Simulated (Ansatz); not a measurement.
The elements of this relaxed trial crystal are hidden behind letters.

```
lattice vectors (Å)
   6.6261    0.0000    0.0000
   0.0000    6.6261    0.0000
   0.0000    0.0000   12.5023
fractional positions
X 0.0000 0.0000 0.5000
X 0.5000 0.5000 0.5000
Z 0.0000 0.0000 0.0000
Q 0.0000 0.0000 0.2415
Q 0.0000 0.0000 0.7585
```

All numbers below come from DFT PBE, scalar-relativistic, plane waves, PAW (Ansatz). Plane waves to 420 eV, a 6×6×4 mesh through Γ for the 5-atom cell and 0.01 eV Gaussian smearing; no spin polarisation.

* Space group: P4/mmm (No. 123)
* Conventional cell: a = 6.626 Å, c = 12.502 Å
* Volume per atom: 109.78 Å³
* Density: 1.55 g/cm³
* Energy over the elements: −0.307 eV/atom
* Gap on the 6×6×4 mesh of the 5-atom cell: 0.27 eV

Energies are uncorrected and count from the elements' standard states at the same level.

Question: X is an s-block element of period 5, Z is an s-block element of period 5 and Q is a p-block element of period 5. Which elements are they?

Answer: X = Rb, Z = Sr, Q = Te, so the formula is Rb2SrTe2. Density times volume gives a mean mass of 1.55 × 109.78/1.6605 = 102.5 u per atom, and this set has 102.8 u. Rb on its first site is surrounded by 2 Te at 3.23 Å and 4 Rb at 4.69 Å; Sr is surrounded by 2 Te at 3.02 Å; around Te lie 1 Sr at 3.02 Å and 1 Rb at 3.23 Å; 1 more site not described. Other sets within the hints have nearly the same mass, so mass alone doesn't settle it; this one was computed.

These runs have no spin–orbit coupling, which can matter for Te. Kohn–Sham gaps at this level usually fall short of measured ones. The missing spin–orbit coupling can work the other way here. A structure relaxed within its symmetry needn't be a true minimum.
